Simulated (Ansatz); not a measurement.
Zr (hcp, Mg type)

```
CELL_PARAMETERS angstrom
      3.24591     0.00000     0.00000
     -1.62295     2.81104     0.00000
      0.00000     0.00000     5.15116
ATOMIC_POSITIONS crystal
  Zr 0.33333 0.66667 0.75000
  Zr 0.66667 0.33333 0.25000
```

The slice is a (1 -1 0 0) plane (indices of the conventional cell) through the point (0.667, 0.333, 0.250) (fractional), spanned by u = [110] and v = [001] in vectors of this cell: u (3.25 Å) and v (5.15 Å, at 90° to u). It covers one period; positions are fractions (u, v).

These are r2SCAN (plane waves to 500 eV, PAW, scalar-relativistic; Ansatz, a first-principles code) values and carry that method's errors. k mesh 16×16×9. Near the nuclei the fields are pseudised (PAW); where an atom keeps semicore shells as valence, they peak there. The PAW data are Ansatz's earlier set. Zr is run without spin polarisation. Zr was relaxed with its symmetry unable to fall.

Task: What is the ELF at the midpoint of the shortest Zr–Zr line in this plane (3.25 Å)?

Result: 0.2.

Task: What is the valence density on the shortest Zr–Zr line in this plane (3.25 Å), at its midpoint?

Result: 0.17 e/Å³.

Task: Predict the map of the valence electron density on the slice.

Result: 
```
|@@@@@@**--..    ..--**@@@@|
|@@@@##++::        ::++##@@|
|##**++::            ::++**|
|----::                ::--|
|....                    ..|
|                          |
|            ....          |
|        ..::::::::..      |
|      ..::--====--::..    |
|      ..::--====--::..    |
|      ..::--====--::..    |
|        ..::::::::..      |
|            ....          |
|                          |
|....                    ..|
|----::                ::--|
|##**++::            ::++**|
|@@@@##++::        ::++##@@|
|@@@@@@**--..    ..--**@@@@|
|@@@@@@##--..    ..--##@@@@|
```
Scale: ten equal steps from -0.81 (start of ' ') to 0.63 (end of '@'), in the order ' .:-=+*#%@'. Values: log₁₀ of the valence density in e/Å³. The map has 13 points along u (two characters each, u = 0 at the left) and 20 along v (v = 0 in the bottom row). The scale is logarithmic, as a density can span decades between atoms and voids.
